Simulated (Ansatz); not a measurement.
# What DFT gives for Si2Ag

```xyz
9
Lattice="4.9193 0.0000 0.0000 -2.4597 4.2603 0.0000 0.0000 0.0000 6.7529" Properties=species:S:1:pos:R:3 pbc="T T T"
Si    0.0000    1.4229    3.3764
Si    3.6870    0.7115    5.6274
Si    1.2274    3.5488    1.1255
Si    2.4597    2.8373    3.3764
Si   -1.2274    3.5488    5.6274
Si    1.2323    0.7115    1.1255
Ag    2.4597    0.0000    3.3764
Ag    1.2298    2.1301    5.6274
Ag   -1.2298    2.1301    1.1255
```

Level: PBE, no spin polarisation; 420 eV; 8×8×5 Γ-centred mesh; gaussian occupations (width 0.1408 eV); Ansatz 0.2.0, fixed geometry.

**Forces.** The largest is on Si2 (and as large on other atoms): 0.54 eV/Å, components (0.47, -0.27, 0.00). It makes 105° with the line to a nearest neighbour, Ag9 at 2.66 Å.
**Stress.** The pressure is 7.9 GPa (compression positive), so with the atoms held at these fractions the cell would first expand. The principal stresses 6.4, 6.4, 10.9 GPa differ, so its shape would change too.
**Charges.** Bader charges in e: Si +0.07, Ag -0.13. In the mean Si gives up most and Ag takes most.
**Electronic structure.** It is a metal, with about 3.5 states/eV a cell as the mean within 0.25 eV of the Fermi level, mostly Si p (58 %) and Si s (20 %).

Origin: a known structure type with other elements, at an estimated volume, so it need not be a known compound.
